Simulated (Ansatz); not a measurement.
All numbers below come from DFT PBE, scalar-relativistic, plane waves, PAW (Ansatz). All cells share a 420 eV cutoff and Γ-centred k meshes spaced about 0.3 Å⁻¹ or finer (0.25 for metals, 2π included). No spin polarisation in the final relaxations.

These are static total energies at zero pressure. All come from trial cells, and lower structures may exist.

Question: Order these relaxed structures of ZrAl₃B₃N by energy, lowest first, with the energy over the lowest of them.
1.

```
CELL_PARAMETERS angstrom
3.42706 1.97861 2.52864
-3.42706 1.97861 2.52864
0.00000 -3.95722 2.52864
ATOMIC_POSITIONS crystal
Zr 0.91550 0.91550 0.91550
Al 0.47693 0.47693 0.07305
Al 0.07305 0.47693 0.47693
Al 0.47693 0.07305 0.47693
B 0.70294 0.70294 0.44069
B 0.44069 0.70294 0.70294
B 0.70294 0.44069 0.70294
N 0.21102 0.21102 0.21102
```

2.

```
CELL_PARAMETERS angstrom
3.01765 0.00000 0.00000
-1.50883 2.61336 0.00000
0.00000 0.00000 11.41404
ATOMIC_POSITIONS crystal
Zr 0.33333 0.66667 0.01052
Al 0.33333 0.66667 0.31402
Al 0.66667 0.33333 0.52555
Al 0.00000 0.00000 0.73037
B 0.66667 0.33333 0.17561
B 0.00000 0.00000 0.16571
B 0.66667 0.33333 0.84921
N 0.00000 0.00000 0.41900
```

Answer: 2 (0 meV/atom), 1 (120 meV/atom). Forms: 2 P3m1; 1 R3m. Counting B or N atoms around Al and Zr (for each partner element, those within 1.25 times its shortest distance or 1.15 times the sum of covalent radii, where it is the nearest in units of that sum or under 1.3; a plus sign parts groups by distance over the sum of covalent radii; a slash parts the counts of unlike sites): cell 2 has Zr 9, Al 3/9; cell 1 has Zr 4+3, Al 4. Cell 2 holds B–B nets (shortest 1.75 Å); cell 1 holds B–B units of three or more atoms (shortest 1.80 Å).

With atoms moved at random, P3m1 (by 48 meV/atom) fell into a lower structure. Without a clear test, and held by symmetry: R3m. Some candidate types were left out of the draw beforehand, so a known form may be missing.
